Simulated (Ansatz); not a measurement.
KTaO₃:
Space group Pm-3m (No. 221); a = 3.951 Å, b = 3.951 Å, c = 3.951 Å, α = 90.00°, β = 90.00°, γ = 90.00°

```csv
atom,site,symmetry,x,y,z
K,1b,m-3m,0.5000,0.5000,0.5000
Ta,1a,m-3m,0.0000,0.0000,0.0000
O,3d,4/mm.m,0.0000,0.0000,0.5000
```

Relaxed with LDA.

Task: Which orbitals make up the states near the band edges in plane-wave PAW LDA (Ansatz code)?

Result: Top 1 eV of the valence band: O 2p 97 %. Bottom 1 eV of the conduction band: Ta 5d 89 %, O 2p 10 %. Projections are on Löwdin-orthogonalised atomic valence shells; empty p or d shells of many metals are not among them.

Task: Tabulate the density of states.

Result: States/eV per cell of 5 atoms, in 0.25 eV bins, energy from the valence-band maximum.

```csv
E (eV),total,O 2p,Ta 5d,Ta 6s
-7.88,0.00,0.00,0.00,0.00
-7.63,0.00,0.00,0.00,0.00
-7.38,0.00,0.00,0.00,0.00
-7.13,0.00,0.00,0.00,0.00
-6.88,0.00,0.00,0.00,0.00
-6.63,0.00,0.00,0.00,0.00
-6.38,0.00,0.00,0.00,0.00
-6.13,0.00,0.00,0.00,0.00
-5.88,0.00,0.00,0.00,0.00
-5.63,1.18,0.81,0.21,0.14
-5.38,3.06,2.01,0.80,0.20
-5.13,1.97,1.34,0.46,0.11
-4.88,1.64,1.13,0.36,0.08
-4.63,1.65,1.12,0.41,0.05
-4.38,2.15,1.45,0.56,0.04
-4.13,3.42,2.37,0.80,0.05
-3.88,2.98,2.04,0.71,0.03
-3.63,3.14,2.16,0.76,0.02
-3.38,3.49,2.49,0.79,0.02
-3.13,4.62,3.40,0.97,0.02
-2.88,5.09,3.82,1.04,0.01
-2.63,4.26,3.45,0.60,0.01
-2.38,2.62,2.21,0.28,0.01
-2.13,1.53,1.28,0.18,0.01
-1.88,2.52,2.19,0.16,0.01
-1.63,2.12,1.90,0.09,0.01
-1.38,5.07,4.71,0.14,0.01
-1.13,6.50,6.11,0.17,0.00
-0.88,5.64,5.39,0.09,0.00
-0.63,2.84,2.76,0.02,0.00
-0.38,2.49,2.44,0.01,0.00
-0.13,2.01,2.00,0.00,0.00
0.12,0.00,0.00,0.00,0.00
0.37,0.00,0.00,0.00,0.00
0.62,0.00,0.00,0.00,0.00
0.87,0.00,0.00,0.00,0.00
1.12,0.00,0.00,0.00,0.00
1.37,0.00,0.00,0.00,0.00
1.62,0.00,0.00,0.00,0.00
1.87,0.00,0.00,0.00,0.00
2.12,0.03,0.00,0.03,0.00
2.37,0.40,0.02,0.38,0.00
2.62,0.71,0.06,0.64,0.00
2.87,0.69,0.08,0.60,0.00
3.12,0.86,0.13,0.71,0.00
3.37,0.94,0.16,0.75,0.00
3.62,1.01,0.20,0.78,0.00
3.87,1.13,0.24,0.84,0.00
4.12,1.37,0.32,0.99,0.00
4.37,1.50,0.37,1.05,0.00
4.62,1.72,0.45,1.18,0.00
4.87,2.37,0.66,1.59,0.00
5.12,3.50,1.03,2.30,0.00
5.37,2.36,0.68,1.49,0.00
5.62,1.71,0.50,1.04,0.00
5.87,1.37,0.41,0.81,0.00
6.12,1.18,0.36,0.68,0.00
6.37,0.93,0.29,0.52,0.00
6.62,0.23,0.07,0.13,0.00
6.87,0.07,0.00,0.00,0.01
```

Symmetry was held in the LDA relaxation. The run is not spin-polarised. Spin–orbit coupling is left out wherever it is not named.

Potentials: the earlier of the program's two PAW sets. The files were generated under PBE; for other functionals the program regenerates the frozen cores, and for LDA and PBEsol the local potential too.
